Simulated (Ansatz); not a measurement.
Space group P4/nmm:1 (No. 129). a = 3.558 Å, b = 3.558 Å, c = 6.103 Å, α = 90.00°, β = 90.00°, γ = 90.00°
```csv
atom,site,symmetry,x,y,z
Ni,2a,-4m2,0.0000,0.0000,0.0000
As,2c,4mm,0.0000,0.5000,0.2517
Rh,2c,4mm,0.0000,0.5000,0.6383
```

Equation of state of this NiAsRh structure (not necessarily the ground state), with shape and atoms relaxed at each volume where symmetry leaves them free. It has no gap at any of these volumes. Theory: DFT PBEsol, scalar-relativistic, plane waves, PAW in Ansatz 0.2.0.

Plane waves to 420 eV, a k mesh through Γ of 10×10×6 on the computed 6-atom cell and Gaussian smearing (0.10 eV); no spin polarisation.

```
V (Å³/atom) E − E(largest V) (meV/atom) P (GPa)
     12.104                         7.52    15.60
     12.491                       -19.52     7.09
     12.877                       -27.79     0.00
     13.263                       -20.41    -5.92
     13.650                         0.00   -10.84
```

Fit a third-order Birch–Murnaghan equation to E(V).

V0 = 12.88 Å³/atom, B0 = 216 GPa, B0' = 5.1.